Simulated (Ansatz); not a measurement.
KI: from a starting cell to a relaxed one

The start is a generated cell, KI built in the rocksalt structure type. The structure is fully relaxed (lattice and positions, P = 0) with PBE (plane waves to 420 eV, PAW, scalar-relativistic; Ansatz, a quantum-chemistry and plane-wave program). The first steps use a coarse 6×6×6 k-mesh.

Initial structure:
```
KI
1.0
    0.00000     3.48633     3.48633
    3.48633     0.00000     3.48633
    3.48633     3.48633     0.00000
I K
1 1
Direct
  0.00000   0.00000   0.00000
  0.50000   0.50000   0.50000
```

### Question
By how much does the energy per atom fall from start to end?

### Answer
0.013 eV/atom.

### Question
How do the shortest distances between atoms change?

### Answer
The closest pairs of elements (up to four, under 3.6 Å), start → end: I–K 3.49 → 3.59 Å.

### Question
What band gap does the relaxed structure have at this level?

### Answer
3.86 eV, direct at Γ (no spin-orbit coupling).

### Question
Give the final cell and atomic positions.

### Answer

Space group Fm-3m (No. 225); a = b = c = 7.181 Å, α = β = γ = 90.00°

```tsv
atom	site	symmetry	x	y	z
I	4a	m-3m	0.0000	0.0000	0.0000
K	4b	m-3m	0.5000	0.5000	0.5000
```
(The calculation used a cell of 2 atoms; values per cell refer to that cell.)

The space group stays Fm-3m (No. 225) (the run could not lower it); the end is rock salt type, with 2 atoms in the primitive cell. Final values are on a 8×8×8 k-mesh of the relaxed cell. No spin polarisation in the result.

The run could not lose the symmetry of its start; a randomly shaken copy of 2 atoms returns to this structure.

All atoms sit on sites fixed by symmetry, so only the cell could relax.
